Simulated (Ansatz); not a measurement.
TaAg (L1₀ or tetragonal B2, P4/mmm) at seven volumes, plane-wave PAW PBE (Ansatz code), shape and atoms relaxed at each. One row is withheld.

```json
[
 {"V (Å³/atom)": "16.032", "P (GPa)": "18.44"},
 {"V (Å³/atom)": "16.560", "P (GPa)": "?"},
 {"V (Å³/atom)": "17.089", "P (GPa)": "5.13"},
 {"V (Å³/atom)": "17.617", "P (GPa)": "0.01"},
 {"V (Å³/atom)": "18.146", "P (GPa)": "-4.32"},
 {"V (Å³/atom)": "18.674", "P (GPa)": "-7.97"},
 {"V (Å³/atom)": "19.203", "P (GPa)": "-11.03"}
]
```

### Question
Fit the shown pressures and predict the withheld one.

### Answer
P = (3/2)B₀(x^(7/2) − x^(5/2))[1 + (3/4)(B′ − 4)(x − 1)] with x = (V₀/V)^(2/3). Least squares on the six rows gives V₀ = 17.618 Å³/atom, B₀ = 157 GPa, B′ = 4.68. At V = 16.560, x = 1.0422 and P = 11.24 GPa. The run itself gave 11.21 GPa.

The start of the workflow was typed in or built on a structure type; neither database checked (COD, Materials Project) lists it. Whether it is the stable phase at ambient conditions was not checked. The PBE relaxation kept the symmetry of its start; whether a distortion lowers the energy is not shown. The run is not spin-polarised. Its formation energy is positive at this level, so the cell may be metastable or incomplete. Scalar-relativistic: spin–orbit coupling is off unless named, which matters more the heavier the elements.

Potentials: the earlier of the program's two PAW sets.
